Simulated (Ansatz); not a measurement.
# Si3Ni2Pt: vibrational free energy, entropy and heat capacity

Computed with DFT PBE, scalar-relativistic, plane waves, PAW in Ansatz 0.2.0. Plane waves to 420 eV; Γ-centred k mesh 12×4×8; Fermi-Dirac smearing of 0.15 eV. No spin polarisation. Phonons by linear response, acoustic sum rule imposed.

The cell, relaxed at this level:
```yaml
crystal:
  lattice:
    - [3.34147, 0.00000, 0.00000]
    - [0.00000, 9.50479, 0.00000]
    - [0.00000, 0.00000, 4.84752]
  atoms:
    - { symbol: Si, position: [0.50000, 0.32305, 0.84440] }
    - { symbol: Si, position: [0.50000, 0.67695, 0.84440] }
    - { symbol: Si, position: [0.50000, 0.00000, 0.83630] }
    - { symbol: Si, position: [0.00000, 0.17695, 0.15560] }
    - { symbol: Si, position: [0.00000, 0.50000, 0.16370] }
    - { symbol: Si, position: [0.00000, 0.82305, 0.15560] }
    - { symbol: Ni, position: [0.50000, 0.33282, 0.33303] }
    - { symbol: Ni, position: [0.50000, 0.66718, 0.33303] }
    - { symbol: Ni, position: [0.00000, 0.16718, 0.66697] }
    - { symbol: Ni, position: [0.00000, 0.83282, 0.66697] }
    - { symbol: Pt, position: [0.50000, 0.00000, 0.33592] }
    - { symbol: Pt, position: [0.00000, 0.50000, 0.66408] }
```

It was reached by relaxing an invented guess, and it needn't be the stable form of this composition. In a metal, frequencies and elastic constants depend on the k mesh and the smearing, soft modes and shear constants most. Spin–orbit coupling is left out, which matters for heavy elements. The q mesh is coarse, so values between its points are rough.

Force constants from linear response on a 2×1×2 q mesh, interpolated to a fine mesh.

Phonon density of states, in bins of 10 cm⁻¹:
bin centre (cm⁻¹), share of modes (%) and a bar:
```
        5        0.0
       15        0.0
       25        0.1
       35        0.2 #
       45        0.6 ###
       55        1.2 #####
       65        2.0 #########
       75        3.5 ################
       85        4.2 ###################
       95        1.0 #####
      105        2.2 ##########
      115        2.7 ############
      125        4.9 ######################
      135        5.2 #######################
      145        4.0 ##################
      155        4.2 ##################
      165        3.0 #############
      175        2.5 ###########
      185        2.2 ##########
      195        2.7 ############
      205        6.8 ##############################
      215        3.5 ###############
      225        2.5 ###########
      235        2.0 #########
      245        0.4 ##
      255        4.5 ####################
      265        3.1 ##############
      275        2.8 ############
      285        4.3 ###################
      295        3.1 ##############
      305        3.6 ################
      315        0.5 ##
      325        0.2 #
      335        1.2 #####
      345        1.7 ########
      355        4.2 ###################
      365        3.3 ###############
      375        0.5 ##
      385        0.0
      395        0.0
      405        1.6 #######
      415        1.0 ####
      425        1.0 ####
      435        1.6 #######
      445        0.4 ##
```

(1) How much zero-point energy does an atom carry?

(2) How large are the vibrational entropy and heat capacity at 300 K?

(3) Tabulate them against temperature.

Answers

(1) 40.1 meV.

(2) S = 3.43 k_B and C_V = 2.71 k_B per atom, 90 % of the Dulong–Petit value.

(3)
```
T (K)  F_vib (meV/atom)  S (k_B/atom)  C_V (k_B/atom)
  100              37.1          0.99            1.53
  200              22.3          2.38            2.42
  300              -2.9          3.43            2.71
  400             -36.0          4.22            2.83
  500             -75.3          4.86            2.89
  600            -119.5          5.39            2.92
  700            -168.0          5.84            2.94
  800            -220.0          6.24            2.96
  900            -275.3          6.59            2.96
 1000            -333.4          6.90            2.97
```
